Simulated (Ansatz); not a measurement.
SiRh₂:
```cif
data_Rh8Si4
_chemical_formula_sum 'Si4 Rh8'
_space_group_name_H-M_alt 'Pnma'
_space_group_IT_number 62
_space_group_name_Hall '-P 2ac 2n'
_cell_length_a 5.35596
_cell_length_b 3.92021
_cell_length_c 7.40031
_cell_angle_alpha 90.000
_cell_angle_beta 90.000
_cell_angle_gamma 90.000
loop_
_atom_site_label
_atom_site_type_symbol
_atom_site_symmetry_multiplicity
_atom_site_Wyckoff_symbol
_atom_site_fract_x
_atom_site_fract_y
_atom_site_fract_z
_atom_site_occupancy
Si1 Si 4 c 0.21656 0.75000 0.39509 1
Rh1 Rh 4 c 0.47322 0.25000 0.20072 1
Rh2 Rh 4 c 0.16166 0.75000 0.06968 1
```

Relaxed at zero pressure with PBEsol in the plane-wave PAW code Ansatz.

Question: The volume is lowered by 6 % and shape and atoms relax at that volume. What pressure results, and how do the axes share the change?

Answer: 18.2 GPa; a -3.0 %, b -1.7 %, c -1.4 %; the energy rises by 42 meV/atom.

Question: Give the new structure.

Answer: 
Space group Pnma (No. 62); a = 5.1945 Å, b = 3.8550 Å, c = 7.2938 Å, α = β = γ = 90.00°

```
atom  site  symmetry       x       y       z
----  ----  --------  ------  ------  ------
Si      4c       .m.  0.2100  0.7500  0.3959
Rh      4c       .m.  0.4717  0.2500  0.2042
Rh      4c       .m.  0.1639  0.7500  0.0692
```

The phase is kept; no other phase was compared at this pressure.

The first step of the workflow began from a Materials Project structure, measured or hypothetical; the Crystallography Open Database copy checked does not list it. Its standing as an ambient phase is unchecked. Symmetry was held in the PBEsol relaxation; whether a distortion lowers the energy is not shown. No spin polarisation was allowed.

Potentials: the later of the program's two PAW sets.
